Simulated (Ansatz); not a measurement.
Cu$_{3}$Sb:
```
CELL_PARAMETERS angstrom
      4.47828     0.00000     0.00000
     -2.23914     3.87831     0.00000
      0.00000     0.00000     4.88974
ATOMIC_POSITIONS crystal
  Sb 0.00000 0.00000 0.00000
  Cu 0.00000 0.00000 0.50000
  Cu 0.33333 0.66667 0.00000
  Cu 0.66667 0.33333 0.00000
```

Relaxed with r²SCAN. Special points in fractions of this cell's reciprocal vectors: Γ (0.000, 0.000, 0.000); M (0.500, 0.000, 0.000); K (0.333, 0.333, 0.000); A (0.000, 0.000, 0.500); L (0.500, 0.000, 0.500); H (0.333, 0.333, 0.500).

**Question.** List the band energies nearest the Fermi level at these points for the program Ansatz at the r²SCAN with spin–orbit coupling level (PAW).

**Answer.** In eV from the Fermi level; about four levels below and three above (degenerate sets whole), none deeper than 8.9 eV; points with the same levels are listed once.

```json
[
 {"k": "Γ", "below": "-2.83 -2.83 -2.83 -2.83 -0.01 -0.01", "above": "0.24 0.24 0.39 0.39"},
 {"k": "M", "below": "-2.70 -2.70 -1.74 -1.74", "above": "0.48 0.48 1.35 1.35"},
 {"k": "K", "below": "-2.69 -2.69 -1.70 -1.70", "above": "1.05 1.05 3.81 3.81"},
 {"k": "A", "below": "-2.92 -2.92 -2.75 -2.75", "above": "0.36 0.36 0.82 0.82"},
 {"k": "L", "below": "-2.08 -2.08 -0.56 -0.56", "above": "0.96 0.96 3.83 3.83"},
 {"k": "H", "below": "-2.56 -2.56 -2.10 -2.10", "above": "0.48 0.48 0.48 0.48"}
]
```

Space group P6/mmm. The start of the workflow was typed in or built on a structure type; neither database checked (COD, Materials Project) lists it. Whether it is the stable phase at ambient conditions was not checked. Symmetry was held in the r²SCAN relaxation; its stability against distortions is not shown here. The run is not spin-polarised. Its formation energy is positive at this level, so the cell may be metastable or incomplete.

Potentials: the later of the program's two PAW sets.
